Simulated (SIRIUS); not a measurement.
Input and output of a self-consistent single point for Se (R-3, 6 atoms in the cell; from Materials Project mp-147, changed as shown) (SIRIUS).

Computed with PBEsol, GBRV PBEsol ultrasoft pseudopotentials (plane waves; SIRIUS).

The change in words: lattice scaled by 0.98. Reference geometry (R-3):
```
Se
1.0
    5.65533     3.26510     1.61317
   -5.65533     3.26510     1.61317
    0.00000    -6.53021     1.61317
Se
6
Direct
  0.84914   0.72591   0.09273
  0.15086   0.27409   0.90727
  0.09273   0.84914   0.72591
  0.90727   0.15086   0.27409
  0.72591   0.09273   0.84914
  0.27409   0.90727   0.15086
```

Reference input (self-consistent single point, DFT, PBEsol, plane waves, GBRV PBEsol ultrasoft pseudopotentials): parameters.ngridk = 4 4 4; parameters.xc_functionals = [XC_GGA_X_PBE_SOL, XC_GGA_C_PBE_SOL]; parameters.gk_cutoff = 6.325 1/bohr; parameters.pw_cutoff = 14.143 1/bohr; parameters.smearing = fermi_dirac; parameters.smearing_width = 0.00183747 Ha; potentials = GBRV PBEsol ultrasoft pseudopotentials; parameters.electronic_structure_method = pseudopotential; parameters.num_bands = 22; parameters.num_mag_dims = 0; parameters.num_dft_iter = 100; parameters.energy_tol = 1e-07 Ha. This run's input differs from it in these lines:

```diff
@@ -32,5 +32,5 @@
     "lattice_vectors": [
-      [10.6870153957, 6.1701504387, 3.0484551616],
-      [-10.6870153957, 6.1701504387, 3.0484551616],
-      [0.0, -12.3403027671, 3.0484551616]
+      [10.4732760327, 6.0467475433, 2.9874869277],
+      [-10.4732760327, 6.0467475433, 2.9874869277],
+      [0.0, -12.0934969763, 2.9874869277]
     ],
```

Output (repeated stretches shortened):

```
[find] density tolerance         : 1e-06
[find] total energy tolerance    : 1e-07
[find] iter_solver_tol (initial) : 0.01
[find] iter_solver_tol (target)  : 1e-13
[find] num_dft_iter              : 100
Charges and magnetic moments
--------------------------------------------------------------------------------
total charge          : 36.000000
[find] | SCF iteration   0 out of 100|
[diagonalize] iterative solver tolerance (occupied, empty): 0.01 0.01
[diagonalize] average number of iterations: 2
[find] Charges and magnetic moments
[find] total charge          : 36.000000
[find] Energy
[find] smearing (-TS)                 :      -0.00000000
   [... lines left out ...]

[find] Charges and magnetic moments
[find] total charge          : 36.000000
[find] Energy
[find] smearing (-TS)                 :      -0.00000000
[find] Total energy                   :    -129.89509391 (Ha),    -259.79018781 (Ry)
[find] Free energy (E-TS)             :    -129.89509391 (Ha),    -259.79018782 (Ry)
[find] band gap (eV)                  :       1.59203230
[find] Efermi                         :       0.17459048
[find] iteration : 30, RMS (target) : 9.0613e-07 (1.0000e-06) , energy difference (target) : -2.5037e-10 (1.0000e-07)
[find] bands are converged : true
[find] iterative solver converged : false
[find] converged after 31 SCF iterations!
[find] Charges and magnetic moments
[find] total charge          : 36.000000
[find] Energy
[find] smearing (-TS)                 :      -0.00000000
[find] Total energy                   :    -129.89509391 (Ha),    -259.79018781 (Ry)
[find] Free energy (E-TS)             :    -129.89509391 (Ha),    -259.79018782 (Ry)
[find] band gap (eV)                  :       1.59203230
[find] Efermi                         :       0.17459048
[ground_state] === stress tensor components [kbar] ===
[ground_state] === stress_total ===
[ground_state]   -30.484591    0.000000    0.000000
[ground_state]     0.000000  -30.484597   -0.000006
[ground_state]     0.000000   -0.000006  -12.419885
[ground_state] ==== total Forces in Ha/bohr =====
[ground_state] atom:    0, force:       0.0043437     -0.0130035     -0.0116025
[ground_state] atom:    1, force:      -0.0043437      0.0130035      0.0116025
[ground_state] atom:    2, force:       0.0090896      0.0102635     -0.0116025
[ground_state] atom:    3, force:      -0.0090896     -0.0102635      0.0116025
[ground_state] atom:    4, force:      -0.0134332      0.0027401     -0.0116025
[ground_state] atom:    5, force:       0.0134332     -0.0027401      0.0116025
```

The run converged in 31 iterations. SIRIUS prints the stress tensor with tension positive. Against the reference run the free energy rises by 8.4 meV/atom, the pressure goes from -0.82 to 2.45 GPa, the largest force goes from 0.195 to 0.924 eV/Å and the gap on the mesh goes from 1.473 to 1.592 eV.

The structure comes from a collection of computed structures, made at another level of theory; the collection holds predicted forms beside known ones.

Cost on one core: about 70 core-seconds (a rough figure).

The gap that the log prints is read on the run's mesh, which can miss the band edges or a crossing.
